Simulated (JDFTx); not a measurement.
An input for a modified build of JDFTx (Zr(0001), linear PCM (GLSSA13), water, 1 M NaCl; bohr, hartree) and the course of its log:

```
lattice \
  6.1212571767 3.0606285884 0.0000000000 \
  0.0000000000 5.3011642078 0.0000000000 \
  0.0000000000 0.0000000000 44.9754817661
coords-type Lattice
ion Zr 0.6666666668 0.6666666668 -0.1629901260 0
ion Zr 0.0000000002 0.0000000002 -0.0543300420 0
ion Zr 0.6666666668 0.6666666668 0.0543300420 0
ion Zr 0.0000000002 0.0000000002 0.1629901260 0
ion-species pseudo/zr_pbe_v1.upf
elec-cutoff 20 80
elec-ex-corr gga-PBE
coulomb-interaction Slab 001
coulomb-truncation-embed 0 0 0
kpoint-folding 8 8 1
elec-smearing Fermi 0.01
elec-n-bands 34
electronic-scf nIterations 100 energyDiffThreshold 1e-08
fluid LinearPCM
pcm-variant GLSSA13
fluid-solvent H2O
fluid-cation Na+ 1
fluid-anion Cl- 1
fluid-minimize nIterations 400 knormThreshold 1e-11
wavefunction read vac.wfns
elec-initial-eigenvals vac.eigenvals
dump-name f0.$VAR
dump End State Ecomponents EigStats BandEigs Forces ElecDensity IonicPositions Fillings Kpoints Dtot FluidDebug BoundCharge FluidDensity
```

```
[one cycle in 5 is shown, and the last three; fluid-solver lines are left out]
	FillingsUpdate:  mu: -0.137407227  nElectrons: 48.000000
SCF: Cycle:  0   F: -188.788138310593354   dF: -8.328e-05   |Residual|: 2.088e-03   |deigs|: 2.678e-05
	FillingsUpdate:  mu: -0.131787967  nElectrons: 48.000000
SCF: Cycle:  5   F: -188.788263602354988   dF: -1.167e-06   |Residual|: 1.363e-04   |deigs|: 9.175e-04
	FillingsUpdate:  mu: -0.131449118  nElectrons: 48.000000
SCF: Cycle: 10   F: -188.788264459271375   dF: -1.813e-07   |Residual|: 2.931e-05   |deigs|: 1.071e-05
	FillingsUpdate:  mu: -0.131490997  nElectrons: 48.000000
SCF: Cycle: 15   F: -188.788264330998345   dF: -1.641e-07   |Residual|: 4.667e-05   |deigs|: 2.799e-06
	FillingsUpdate:  mu: -0.131495908  nElectrons: 48.000000
SCF: Cycle: 20   F: -188.788264364447883   dF: +1.172e-07   |Residual|: 4.038e-05   |deigs|: 4.062e-05
	FillingsUpdate:  mu: -0.131465450  nElectrons: 48.000000
SCF: Cycle: 25   F: -188.788264495453376   dF: -2.047e-10   |Residual|: 5.887e-06   |deigs|: 1.017e-05
	FillingsUpdate:  mu: -0.131482310  nElectrons: 48.000000
SCF: Cycle: 30   F: -188.788264460915912   dF: +2.739e-08   |Residual|: 2.064e-05   |deigs|: 2.932e-05
	FillingsUpdate:  mu: -0.131457542  nElectrons: 48.000000
SCF: Cycle: 35   F: -188.788264477895581   dF: -7.610e-09   |Residual|: 1.851e-05   |deigs|: 2.415e-05
	FillingsUpdate:  mu: -0.131458838  nElectrons: 48.000000
SCF: Cycle: 40   F: -188.788264495396305   dF: -6.289e-08   |Residual|: 7.092e-06   |deigs|: 4.919e-06
	FillingsUpdate:  mu: -0.131462058  nElectrons: 48.000000
SCF: Cycle: 45   F: -188.788264493908997   dF: -2.621e-08   |Residual|: 1.073e-05   |deigs|: 1.195e-05
	FillingsUpdate:  mu: -0.131462337  nElectrons: 48.000000
SCF: Cycle: 50   F: -188.788264477423098   dF: +1.729e-08   |Residual|: 1.738e-05   |deigs|: 2.595e-06
	FillingsUpdate:  mu: -0.131458748  nElectrons: 48.000000
SCF: Cycle: 55   F: -188.788264495390393   dF: -5.235e-08   |Residual|: 8.702e-06   |deigs|: 1.837e-05
	FillingsUpdate:  mu: -0.131455370  nElectrons: 48.000000
SCF: Cycle: 60   F: -188.788264485109835   dF: -4.923e-08   |Residual|: 1.318e-05   |deigs|: 1.968e-05
	FillingsUpdate:  mu: -0.131455611  nElectrons: 48.000000
SCF: Cycle: 65   F: -188.788264491188215   dF: -1.082e-07   |Residual|: 9.208e-06   |deigs|: 1.892e-05
	FillingsUpdate:  mu: -0.131479491  nElectrons: 48.000000
SCF: Cycle: 70   F: -188.788264474079114   dF: +4.620e-09   |Residual|: 1.606e-05   |deigs|: 2.408e-05
	FillingsUpdate:  mu: -0.131452774  nElectrons: 48.000000
SCF: Cycle: 75   F: -188.788264468648606   dF: +7.418e-09   |Residual|: 2.102e-05   |deigs|: 2.455e-05
	FillingsUpdate:  mu: -0.131439511  nElectrons: 48.000000
SCF: Cycle: 80   F: -188.788264422476260   dF: +6.453e-08   |Residual|: 3.018e-05   |deigs|: 3.118e-05
	FillingsUpdate:  mu: -0.131473838  nElectrons: 48.000000
SCF: Cycle: 85   F: -188.788264488162298   dF: +7.675e-09   |Residual|: 1.765e-05   |deigs|: 1.608e-05
	FillingsUpdate:  mu: -0.131470924  nElectrons: 48.000000
SCF: Cycle: 90   F: -188.788264436705191   dF: +5.862e-08   |Residual|: 3.063e-05   |deigs|: 1.211e-05
	FillingsUpdate:  mu: -0.131462507  nElectrons: 48.000000
SCF: Cycle: 95   F: -188.788264473398044   dF: +2.158e-08   |Residual|: 2.002e-05   |deigs|: 3.910e-06
	FillingsUpdate:  mu: -0.131457431  nElectrons: 48.000000
SCF: Cycle: 97   F: -188.788264489014182   dF: -2.045e-08   |Residual|: 1.158e-05   |deigs|: 2.213e-05
	FillingsUpdate:  mu: -0.131477888  nElectrons: 48.000000
SCF: Cycle: 98   F: -188.788264456710522   dF: +3.230e-08   |Residual|: 2.191e-05   |deigs|: 2.217e-05
	FillingsUpdate:  mu: -0.131453959  nElectrons: 48.000000
SCF: Cycle: 99   F: -188.788264461364008   dF: -4.653e-09   |Residual|: 2.441e-05   |deigs|: 2.618e-05
SCF: None of the convergence criteria satisfied after 100 iterations.
IonicMinimize: Iter:   0  F: -188.788264461364008  |grad|_K:  0.000e+00
IonicMinimize: Converged (|grad|_K<1.000000e-04).
```

This run gave no converged result. The loop ran out of cycles short of its threshold. It has stalled and not diverged: the last ten energies span 6e-08 Ha, so the total is near its end, but levels, forces and charges aren't shown converged.
